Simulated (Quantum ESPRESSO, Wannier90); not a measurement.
## Tight-binding from DFT: KF (rock salt)

```
KF
1.0
    0.00000     2.65442     2.65442
    2.65442     0.00000     2.65442
    2.65442     2.65442     0.00000
K F
1 1
Direct
  0.00000   0.00000   0.00000
  0.50000   0.50000   0.50000
```

Structure: Materials Project mp-463, symmetrised, not relaxed again. COD (Crystallography Open Database) has an entry of this formula and space group (matched by these alone). Level: LDA, no spin polarisation, no spin-orbit coupling; pw.x of Quantum ESPRESSO at 68 Ry with PseudoDojo potentials, 8×8×8 k-points, Wannier90. Density: 10×10×10 mesh, cold smearing 0.01 Ry.

Functional, cutoff and mesh named above are those of the base row (8×8×8); the first column says what each row takes instead. Model: 4 functions from bands 2,6-8, start SCDM (isolated) (the valence bands). Energies are relative to the valence-band maximum; the misfit is to pw.x on a path, for all bands of the set. Only the mesh of Bloch states changes. Ω_total can sit in another minimum from row to row; Ω_I of an isolated set cannot.

```
mesh      Ω_I (Å²)  Ω_total (Å²)  rms misfit (meV)  k-points (cost)  rough cost of nscf and overlaps (first row = 1)
--------  --------  ------------  ----------------  ---------------  -----------------------------------------------
3×3×3         1.99          2.30                11               27                                              1.0
4×4×4         2.09          2.40               3.1               64                                              1.5
5×5×5         2.14          2.45               0.7              125                                              2.5
7×7×7         2.18          2.49               0.3              343                                                6
8×8×8         2.19          2.50               0.2              512                                                9
10×10×10      2.21          2.52               0.3             1000                                               16
```
